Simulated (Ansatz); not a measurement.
Input file for Ansatz (a program for electronic structure):

Ansatz 0.2 input:
```yaml
crystal:
  lattice:
    - [2.4217191463, 0.0, 0.0]
    - [0.0, 2.4217191463, 0.0]
    - [0.0, 0.0, 2.4217191463]
  atoms:
    - { symbol: P, position: [0.0, 0.0, 0.0] }
kpoints:
  mp_grid: { grid: [20, 20, 20] }
hamiltonian:
  xc: r2scan
  dispersion: d4
  pseudopotentials: { kind: paw }
scf:
  occupations: { method: fermi_dirac, width: 0.1 }
phonons:
  method: dfpt
  response_accuracy: low
  qmesh: [5, 5, 5]
  interpolated_qmesh: [22, 22, 22]
  dielectric: false
  rigid_motions: translations
  temperatures: { t_max: 1000, t_step: 50 }
  qpath:
    path:
      - [[0.0, 0.0, 0.0], [0.0, 0.5, 0.0], [0.5, 0.5, 0.0], [0.0, 0.0, 0.0], [0.5, 0.5, 0.5], [0.0, 0.5, 0.0]]  # Γ-X-M-Γ-R-X
      - [[0.5, 0.5, 0.5], [0.5, 0.5, 0.0]]  # R-M
    npoints: 13
```

Output (shortened):

```
zone centre: on kpoints.mp_grid the ground state, and the responses unless they are solved on pairs of k-points, stand on 726 of the mesh's 8000 k-points, …
Pseudopotentials: kind: paw
Pseudopotential: P, paw, valence charge 5
Functional definition: r2SCAN
Crystal: 1 atoms, lattice volume = 14.203 Å³
Basis set: ecut = 500 eV, 365 PW (Γ), exchange–correlation on 90×90×90 points (125 copies of the dense FFT grid, shifted against one another)
Bands: 7, of which v1, the nominal top of the filled ones, is band 3 counted from 1 (2 counted from 0)
Symmetry: 48 space group operations
k-points: 726 of 8000 (irreducible under 8 space group operations, time reversal used)
PAW frozen core: P, regenerated for the run's functional
Initial wavefunctions: pseudopotential atomic-orbital guess
Eigensolver: davidson
Functional: x = r2scan, c = r2scan; τ floored in thin density (d = 2e-4 eV/Å³)
SCF iter   1: F=—  HF=-759.181248 eV  |F-HF|=—  |Δ(HF+E_count)|=         —  Δρ=5.79e-3  dr2=2.41e-3  dr2_τ=6.44e-3  ethr=1.77e-3  ⟨swp⟩=6.2  Hψ=48513  notcnv=0
all-band conjugate gradients solve this SCF's bands
preconditioner: auto → none
SCF iter   2: F=—  HF=-759.207407 eV  |F-HF|=—  |Δ(HF+E_count)|=   2.62e-2  Δρ=3.49e-3  dr2=9.13e-4  dr2_τ=2.35e-5  ethr=4.82e-5  ⟨swp⟩=2.0  Hψ=15831  notcnv=0  defer=156
SCF iter   3: F=—  HF=-759.207825 eV  |F-HF|=—  |Δ(HF+E_count)|=   4.18e-4  Δρ=5.90e-4  dr2=3.51e-5  dr2_τ=2.08e-6  ethr=1.83e-5  ⟨swp⟩=2.0  Hψ=6745  notcnv=0  defer=156
SCF iter   4: F=—  HF=-759.207861 eV  |F-HF|=—  |Δ(HF+E_count)|=   3.56e-5  Δρ=1.51e-4  dr2=2.33e-6  dr2_τ=9.74e-8  ethr=7.01e-7  ⟨swp⟩=2.0  Hψ=6803  notcnv=0  defer=156
SCF iter   5: F=—  HF=-759.207864 eV  |F-HF|=—  |Δ(HF+E_count)|=   3.43e-6  Δρ=1.55e-5  dr2=2.21e-8  dr2_τ=1.17e-9  ethr=4.67e-8  ⟨swp⟩=2.2  Hψ=6764  notcnv=0  defer=156
SCF iter   6: F=—  HF=-759.207864 eV  |F-HF|=—  |Δ(HF+E_count)|=   2.35e-7  Δρ=6.97e-7  dr2=6.06e-11  dr2_τ=2.40e-12  ethr=4.43e-10  ⟨swp⟩=2.0  Hψ=6781  notcnv=0  defer=156
SCF iter   7: F=-759.207864 eV  HF=-759.207864 eV  |F-HF|=3.41e-13  |Δ(HF+E_count)|=  3.40e-11  Δρ=7.97e-8  dr2=6.42e-13  dr2_τ=1.90e-14  ethr=1.00e-12  ⟨swp⟩=7.5  Hψ=27280  notcnv=0
SCF 1 converged in 7 iterations: F = -759.207864 eV  dr2 = 6.42e-13
DFPT response loops at Γ: preconditioner auto → Kerker (q_TF=auto, 2.293 Å⁻¹) (partly filled bands, converged f_vac=0.000) …
NSCF: frozen V_eff on 286 k-points
NSCF: frozen V_eff on 4840 k-points
DFPT response loops at q = (0, 0, 0.2) (fractional): mixed as the last ones told, above
NSCF: frozen V_eff on 4840 k-points
DFPT response loops at q = (0, 0, 0.4) (fractional): mixed as the last ones told, above
NSCF: frozen V_eff on 8800 k-points
DFPT response loops at q = (0, 0.2, 0.2) (fractional): mixed as the last ones told, above
NSCF: frozen V_eff on 8800 k-points
DFPT response loops at q = (0, 0.2, 0.4) (fractional): mixed as the last ones told, above
NSCF: frozen V_eff on 8800 k-points
DFPT response loops at q = (0, 0.4, 0.4) (fractional): mixed as the last ones told, above
NSCF: frozen V_eff on 8400 k-points
DFPT response loops at q = (0.2, 0.2, 0.2) (fractional): mixed as the last ones told, above
NSCF: frozen V_eff on 16000 k-points
DFPT response loops at q = (0.2, 0.2, 0.4) (fractional): mixed as the last ones told, above
NSCF: frozen V_eff on 16000 k-points
DFPT response loops at q = (0.2, 0.4, 0.4) (fractional): mixed as the last ones told, above
NSCF: frozen V_eff on 8400 k-points
DFPT response loops at q = (0.4, 0.4, 0.4) (fractional): mixed as the last ones told, above
SCF converged after 7 iterations
Free energy (F): -759.207864 eV
Harris-Foulkes:  -759.207864 eV  (|F-HF|=3.41e-13)
Internal energy: -759.196546 eV  (E = F + TS)
E sigma→0 (E₀):  -759.202205 eV
Entropy (-TS):   -0.011318 eV (-11.318 meV/atom)
Fermi energy:    11.554000 eV
--- Per-component energies (eV) ---
  E_band       = 21.093919
  E_kinetic    = 72.131816
  E_local      = -23.398398  (includes V_loc(G=0)·N_el)
  E_nonlocal   = 32.676935
  E_hartree    = 5.485202
  E_xc         = -59.281760
  E_vxc        = -66.626502  (∫ρ·V_xc dr)
  E_paw        = -575.645962  (= ΣΔE_a)
  E_vpaw       = -7.750584  (= ΣTr[D̂ρ^β])
  E_aug_tail   = 0.000001  (compensation charges beyond the density's cutoff)
  E_vtau       = 3.090251  (kinetic-family band-sum trace: ∫τ·v_τ [+ j·A + Jᵃ·Aᵃ] dr)
  E_ewald      = -210.883650
  E_disp       = -0.189887  (pairwise vdW)
  E_core_change = -0.090842  (= ΣΔE_core)
  E_smearing   = -0.011318  (= −TS)
  E_closure    = 0.000000  (closes the sum)
  Σ components = -759.207864   (vs F -759.207864, Δ=0.00e0)
  [band-id]    e_kinetic+e_local+e_nonlocal+2·e_hartree+e_vxc+e_vpaw+e_augmentation_tail+e_vtau = 21.093922   (vs E_band 21.093919, Δ=2.80e-6)
--- Band table (eV; the first three rows and the last of 726) ---
  k-point 0: bands = ["-6.2039", "16.8807", "16.8807", "16.8807", "18.4063", "18.4063", "27.3104"]
  k-point 1: bands = ["-6.1427", "15.5276", "16.9297", "16.9297", "18.4537", "19.6930", "27.5066"]
  k-point 2: bands = ["-5.9596", "13.6251", "17.0757", "17.0757", "18.5942", "21.3680", "28.1143"]
  k-point 725: bands = ["8.9916", "8.9916", "8.9916", "10.2650", "16.2848", "16.2848", "16.2848"]
  band table: 7 of 7 bands, residual norms ≤ 1.0e-3 eV
--- Phonons (Γ-DFPT): 1 representative perturbation + reference, on 726 of 8000 k-points (Σ response iterations 5) ---
  k mesh reduced under 8 symmetry operations, with k and −k counted as one. Each operation leaves every solved perturbation unchanged …
  ASR residual: 3.852e-5 → 0.000e0 eV/Å²; symmetrization residual: 2.277e-19 eV/Å²
  pairwise dispersion correction: d4 (s6 = 1.0, s8 = 0.6018749, s9 = 1.0, a1 = 0.51559235, a2_bohr = 5.77342911), with the weights of each atom's references …
  ASR residual per site (eV/Å²): 3.85e-5
  Γ frequencies (cm⁻¹): 0.00 0.00 0.00
  non-analytic LO–TO correction: not included (Born effective charges unavailable; polar crystals …
--- Phonons (arbitrary-q DFPT): 10 irreducible q on the 5×5×5 mesh ---
  q = [0.0000, 0.0000, 0.0000] (star 1, of the zone-centre solve; hermiticity 6.90e-15, symmetrization 5.48e-15): 0.00 0.00 0.00
  q = [0.0000, 0.0000, 0.2000] (star 6, 2 solved perturbations in 3740 linear systems a pass and spin channel, the states on 2420 of 8000 k-point pairs; hermiticity 2.52e-15, symmetrization 2.70e-15): 123.23 123.23 215.00
  q = [0.0000, 0.0000, 0.4000] (star 6, 2 solved perturbations in 3740 linear systems a pass and spin channel, the states on 2420 of 8000 k-point pairs; hermiticity 1.72e-15, symmetrization 3.39e-15): 188.59 188.59 258.40
  q = [0.0000, 0.2000, 0.2000] (star 12, 2 solved perturbations in 6710 linear systems a pass and spin channel, the states on 4400 of 8000 k-point pairs; hermiticity 2.24e-15, symmetrization 1.15e-14): 173.00 199.42 268.06
  q = [0.0000, 0.2000, 0.4000] (star 24, 3 solved perturbations on 4400 of 8000 k-point pairs; hermiticity 8.04e-6, symmetrization 1.36e-15): 225.83 234.51 282.89
  q = [0.0000, 0.4000, 0.4000] (star 12, 2 solved perturbations in 6710 linear systems a pass and spin channel, the states on 4400 of 8000 k-point pairs; hermiticity 1.78e-15, symmetrization 8.90e-15): 195.27 248.58 266.47
  q = [0.2000, 0.2000, 0.2000] (star 8, 1 solved perturbation on 4200 of 8000 k-point pairs; hermiticity 3.82e-16, symmetrization 1.19e-14): 238.14 238.14 315.20
  q = [0.2000, 0.2000, 0.4000] (star 24, 2 solved perturbations in 12200 linear systems a pass and spin channel, the states on 8000 of 8000 k-point pairs; hermiticity 6.56e-6, symmetrization 2.98e-15): 244.35 274.44 327.51
  q = [0.2000, 0.4000, 0.4000] (star 24, 2 solved perturbations in 12200 linear systems a pass and spin channel, the states on 8000 of 8000 k-point pairs; hermiticity 1.50e-6, symmetrization 7.24e-15): 217.55 255.49 328.66
  q = [0.4000, 0.4000, 0.4000] (star 8, 1 solved perturbation on 4200 of 8000 k-point pairs; hermiticity 1.74e-15, symmetrization 1.22e-14): 253.36 253.36 271.58
  sum rule: each row above includes the acoustic sum rule's correction from the zone centre's row sums; it moved no ω² by more than (0.58 cm⁻¹)²
  mesh force constants: q→R imaginary residual 0.00e0; ASR residual 3.852e-5 → 0.000e0 eV/Å²; symmetrization residual 4.441e-15 eV/Å²
  interpolated dispersion: 80 rows × 3 modes
  density of states and harmonic sums: on the 22×22×22 q-mesh, interpolated from the force constants of a 5×5×5 supercell (no non-analytic term)
  largest difference from the sums on the solved wave vectors: F 4.61e-3 eV, S 6.65e-6 and C_V 2.04e-6 eV/K
  zero-point energy: 0.046088 eV/cell   skipped modes (ω ≤ 0): 3   left out of the sums: 9.39e-5 of the cell's modes …
```

Cost: about 18 core-minutes (a rough figure) on shared cores.

Space group Pm-3m (simple cubic). This is a known high-pressure phase of the composition, computed here at zero pressure and temperature. The cell was relaxed with r²SCAN+D4 under the symmetry of its start. The volume moved by -29 % from the start of the relaxation. As this level gives no gap, phonon frequencies hold no LO–TO term and depend on the k-mesh and smearing (Fermi–Dirac, 0.1 eV here).

Potentials: the later of the program's two PAW sets.

Ansatz is a plane-wave DFT program.
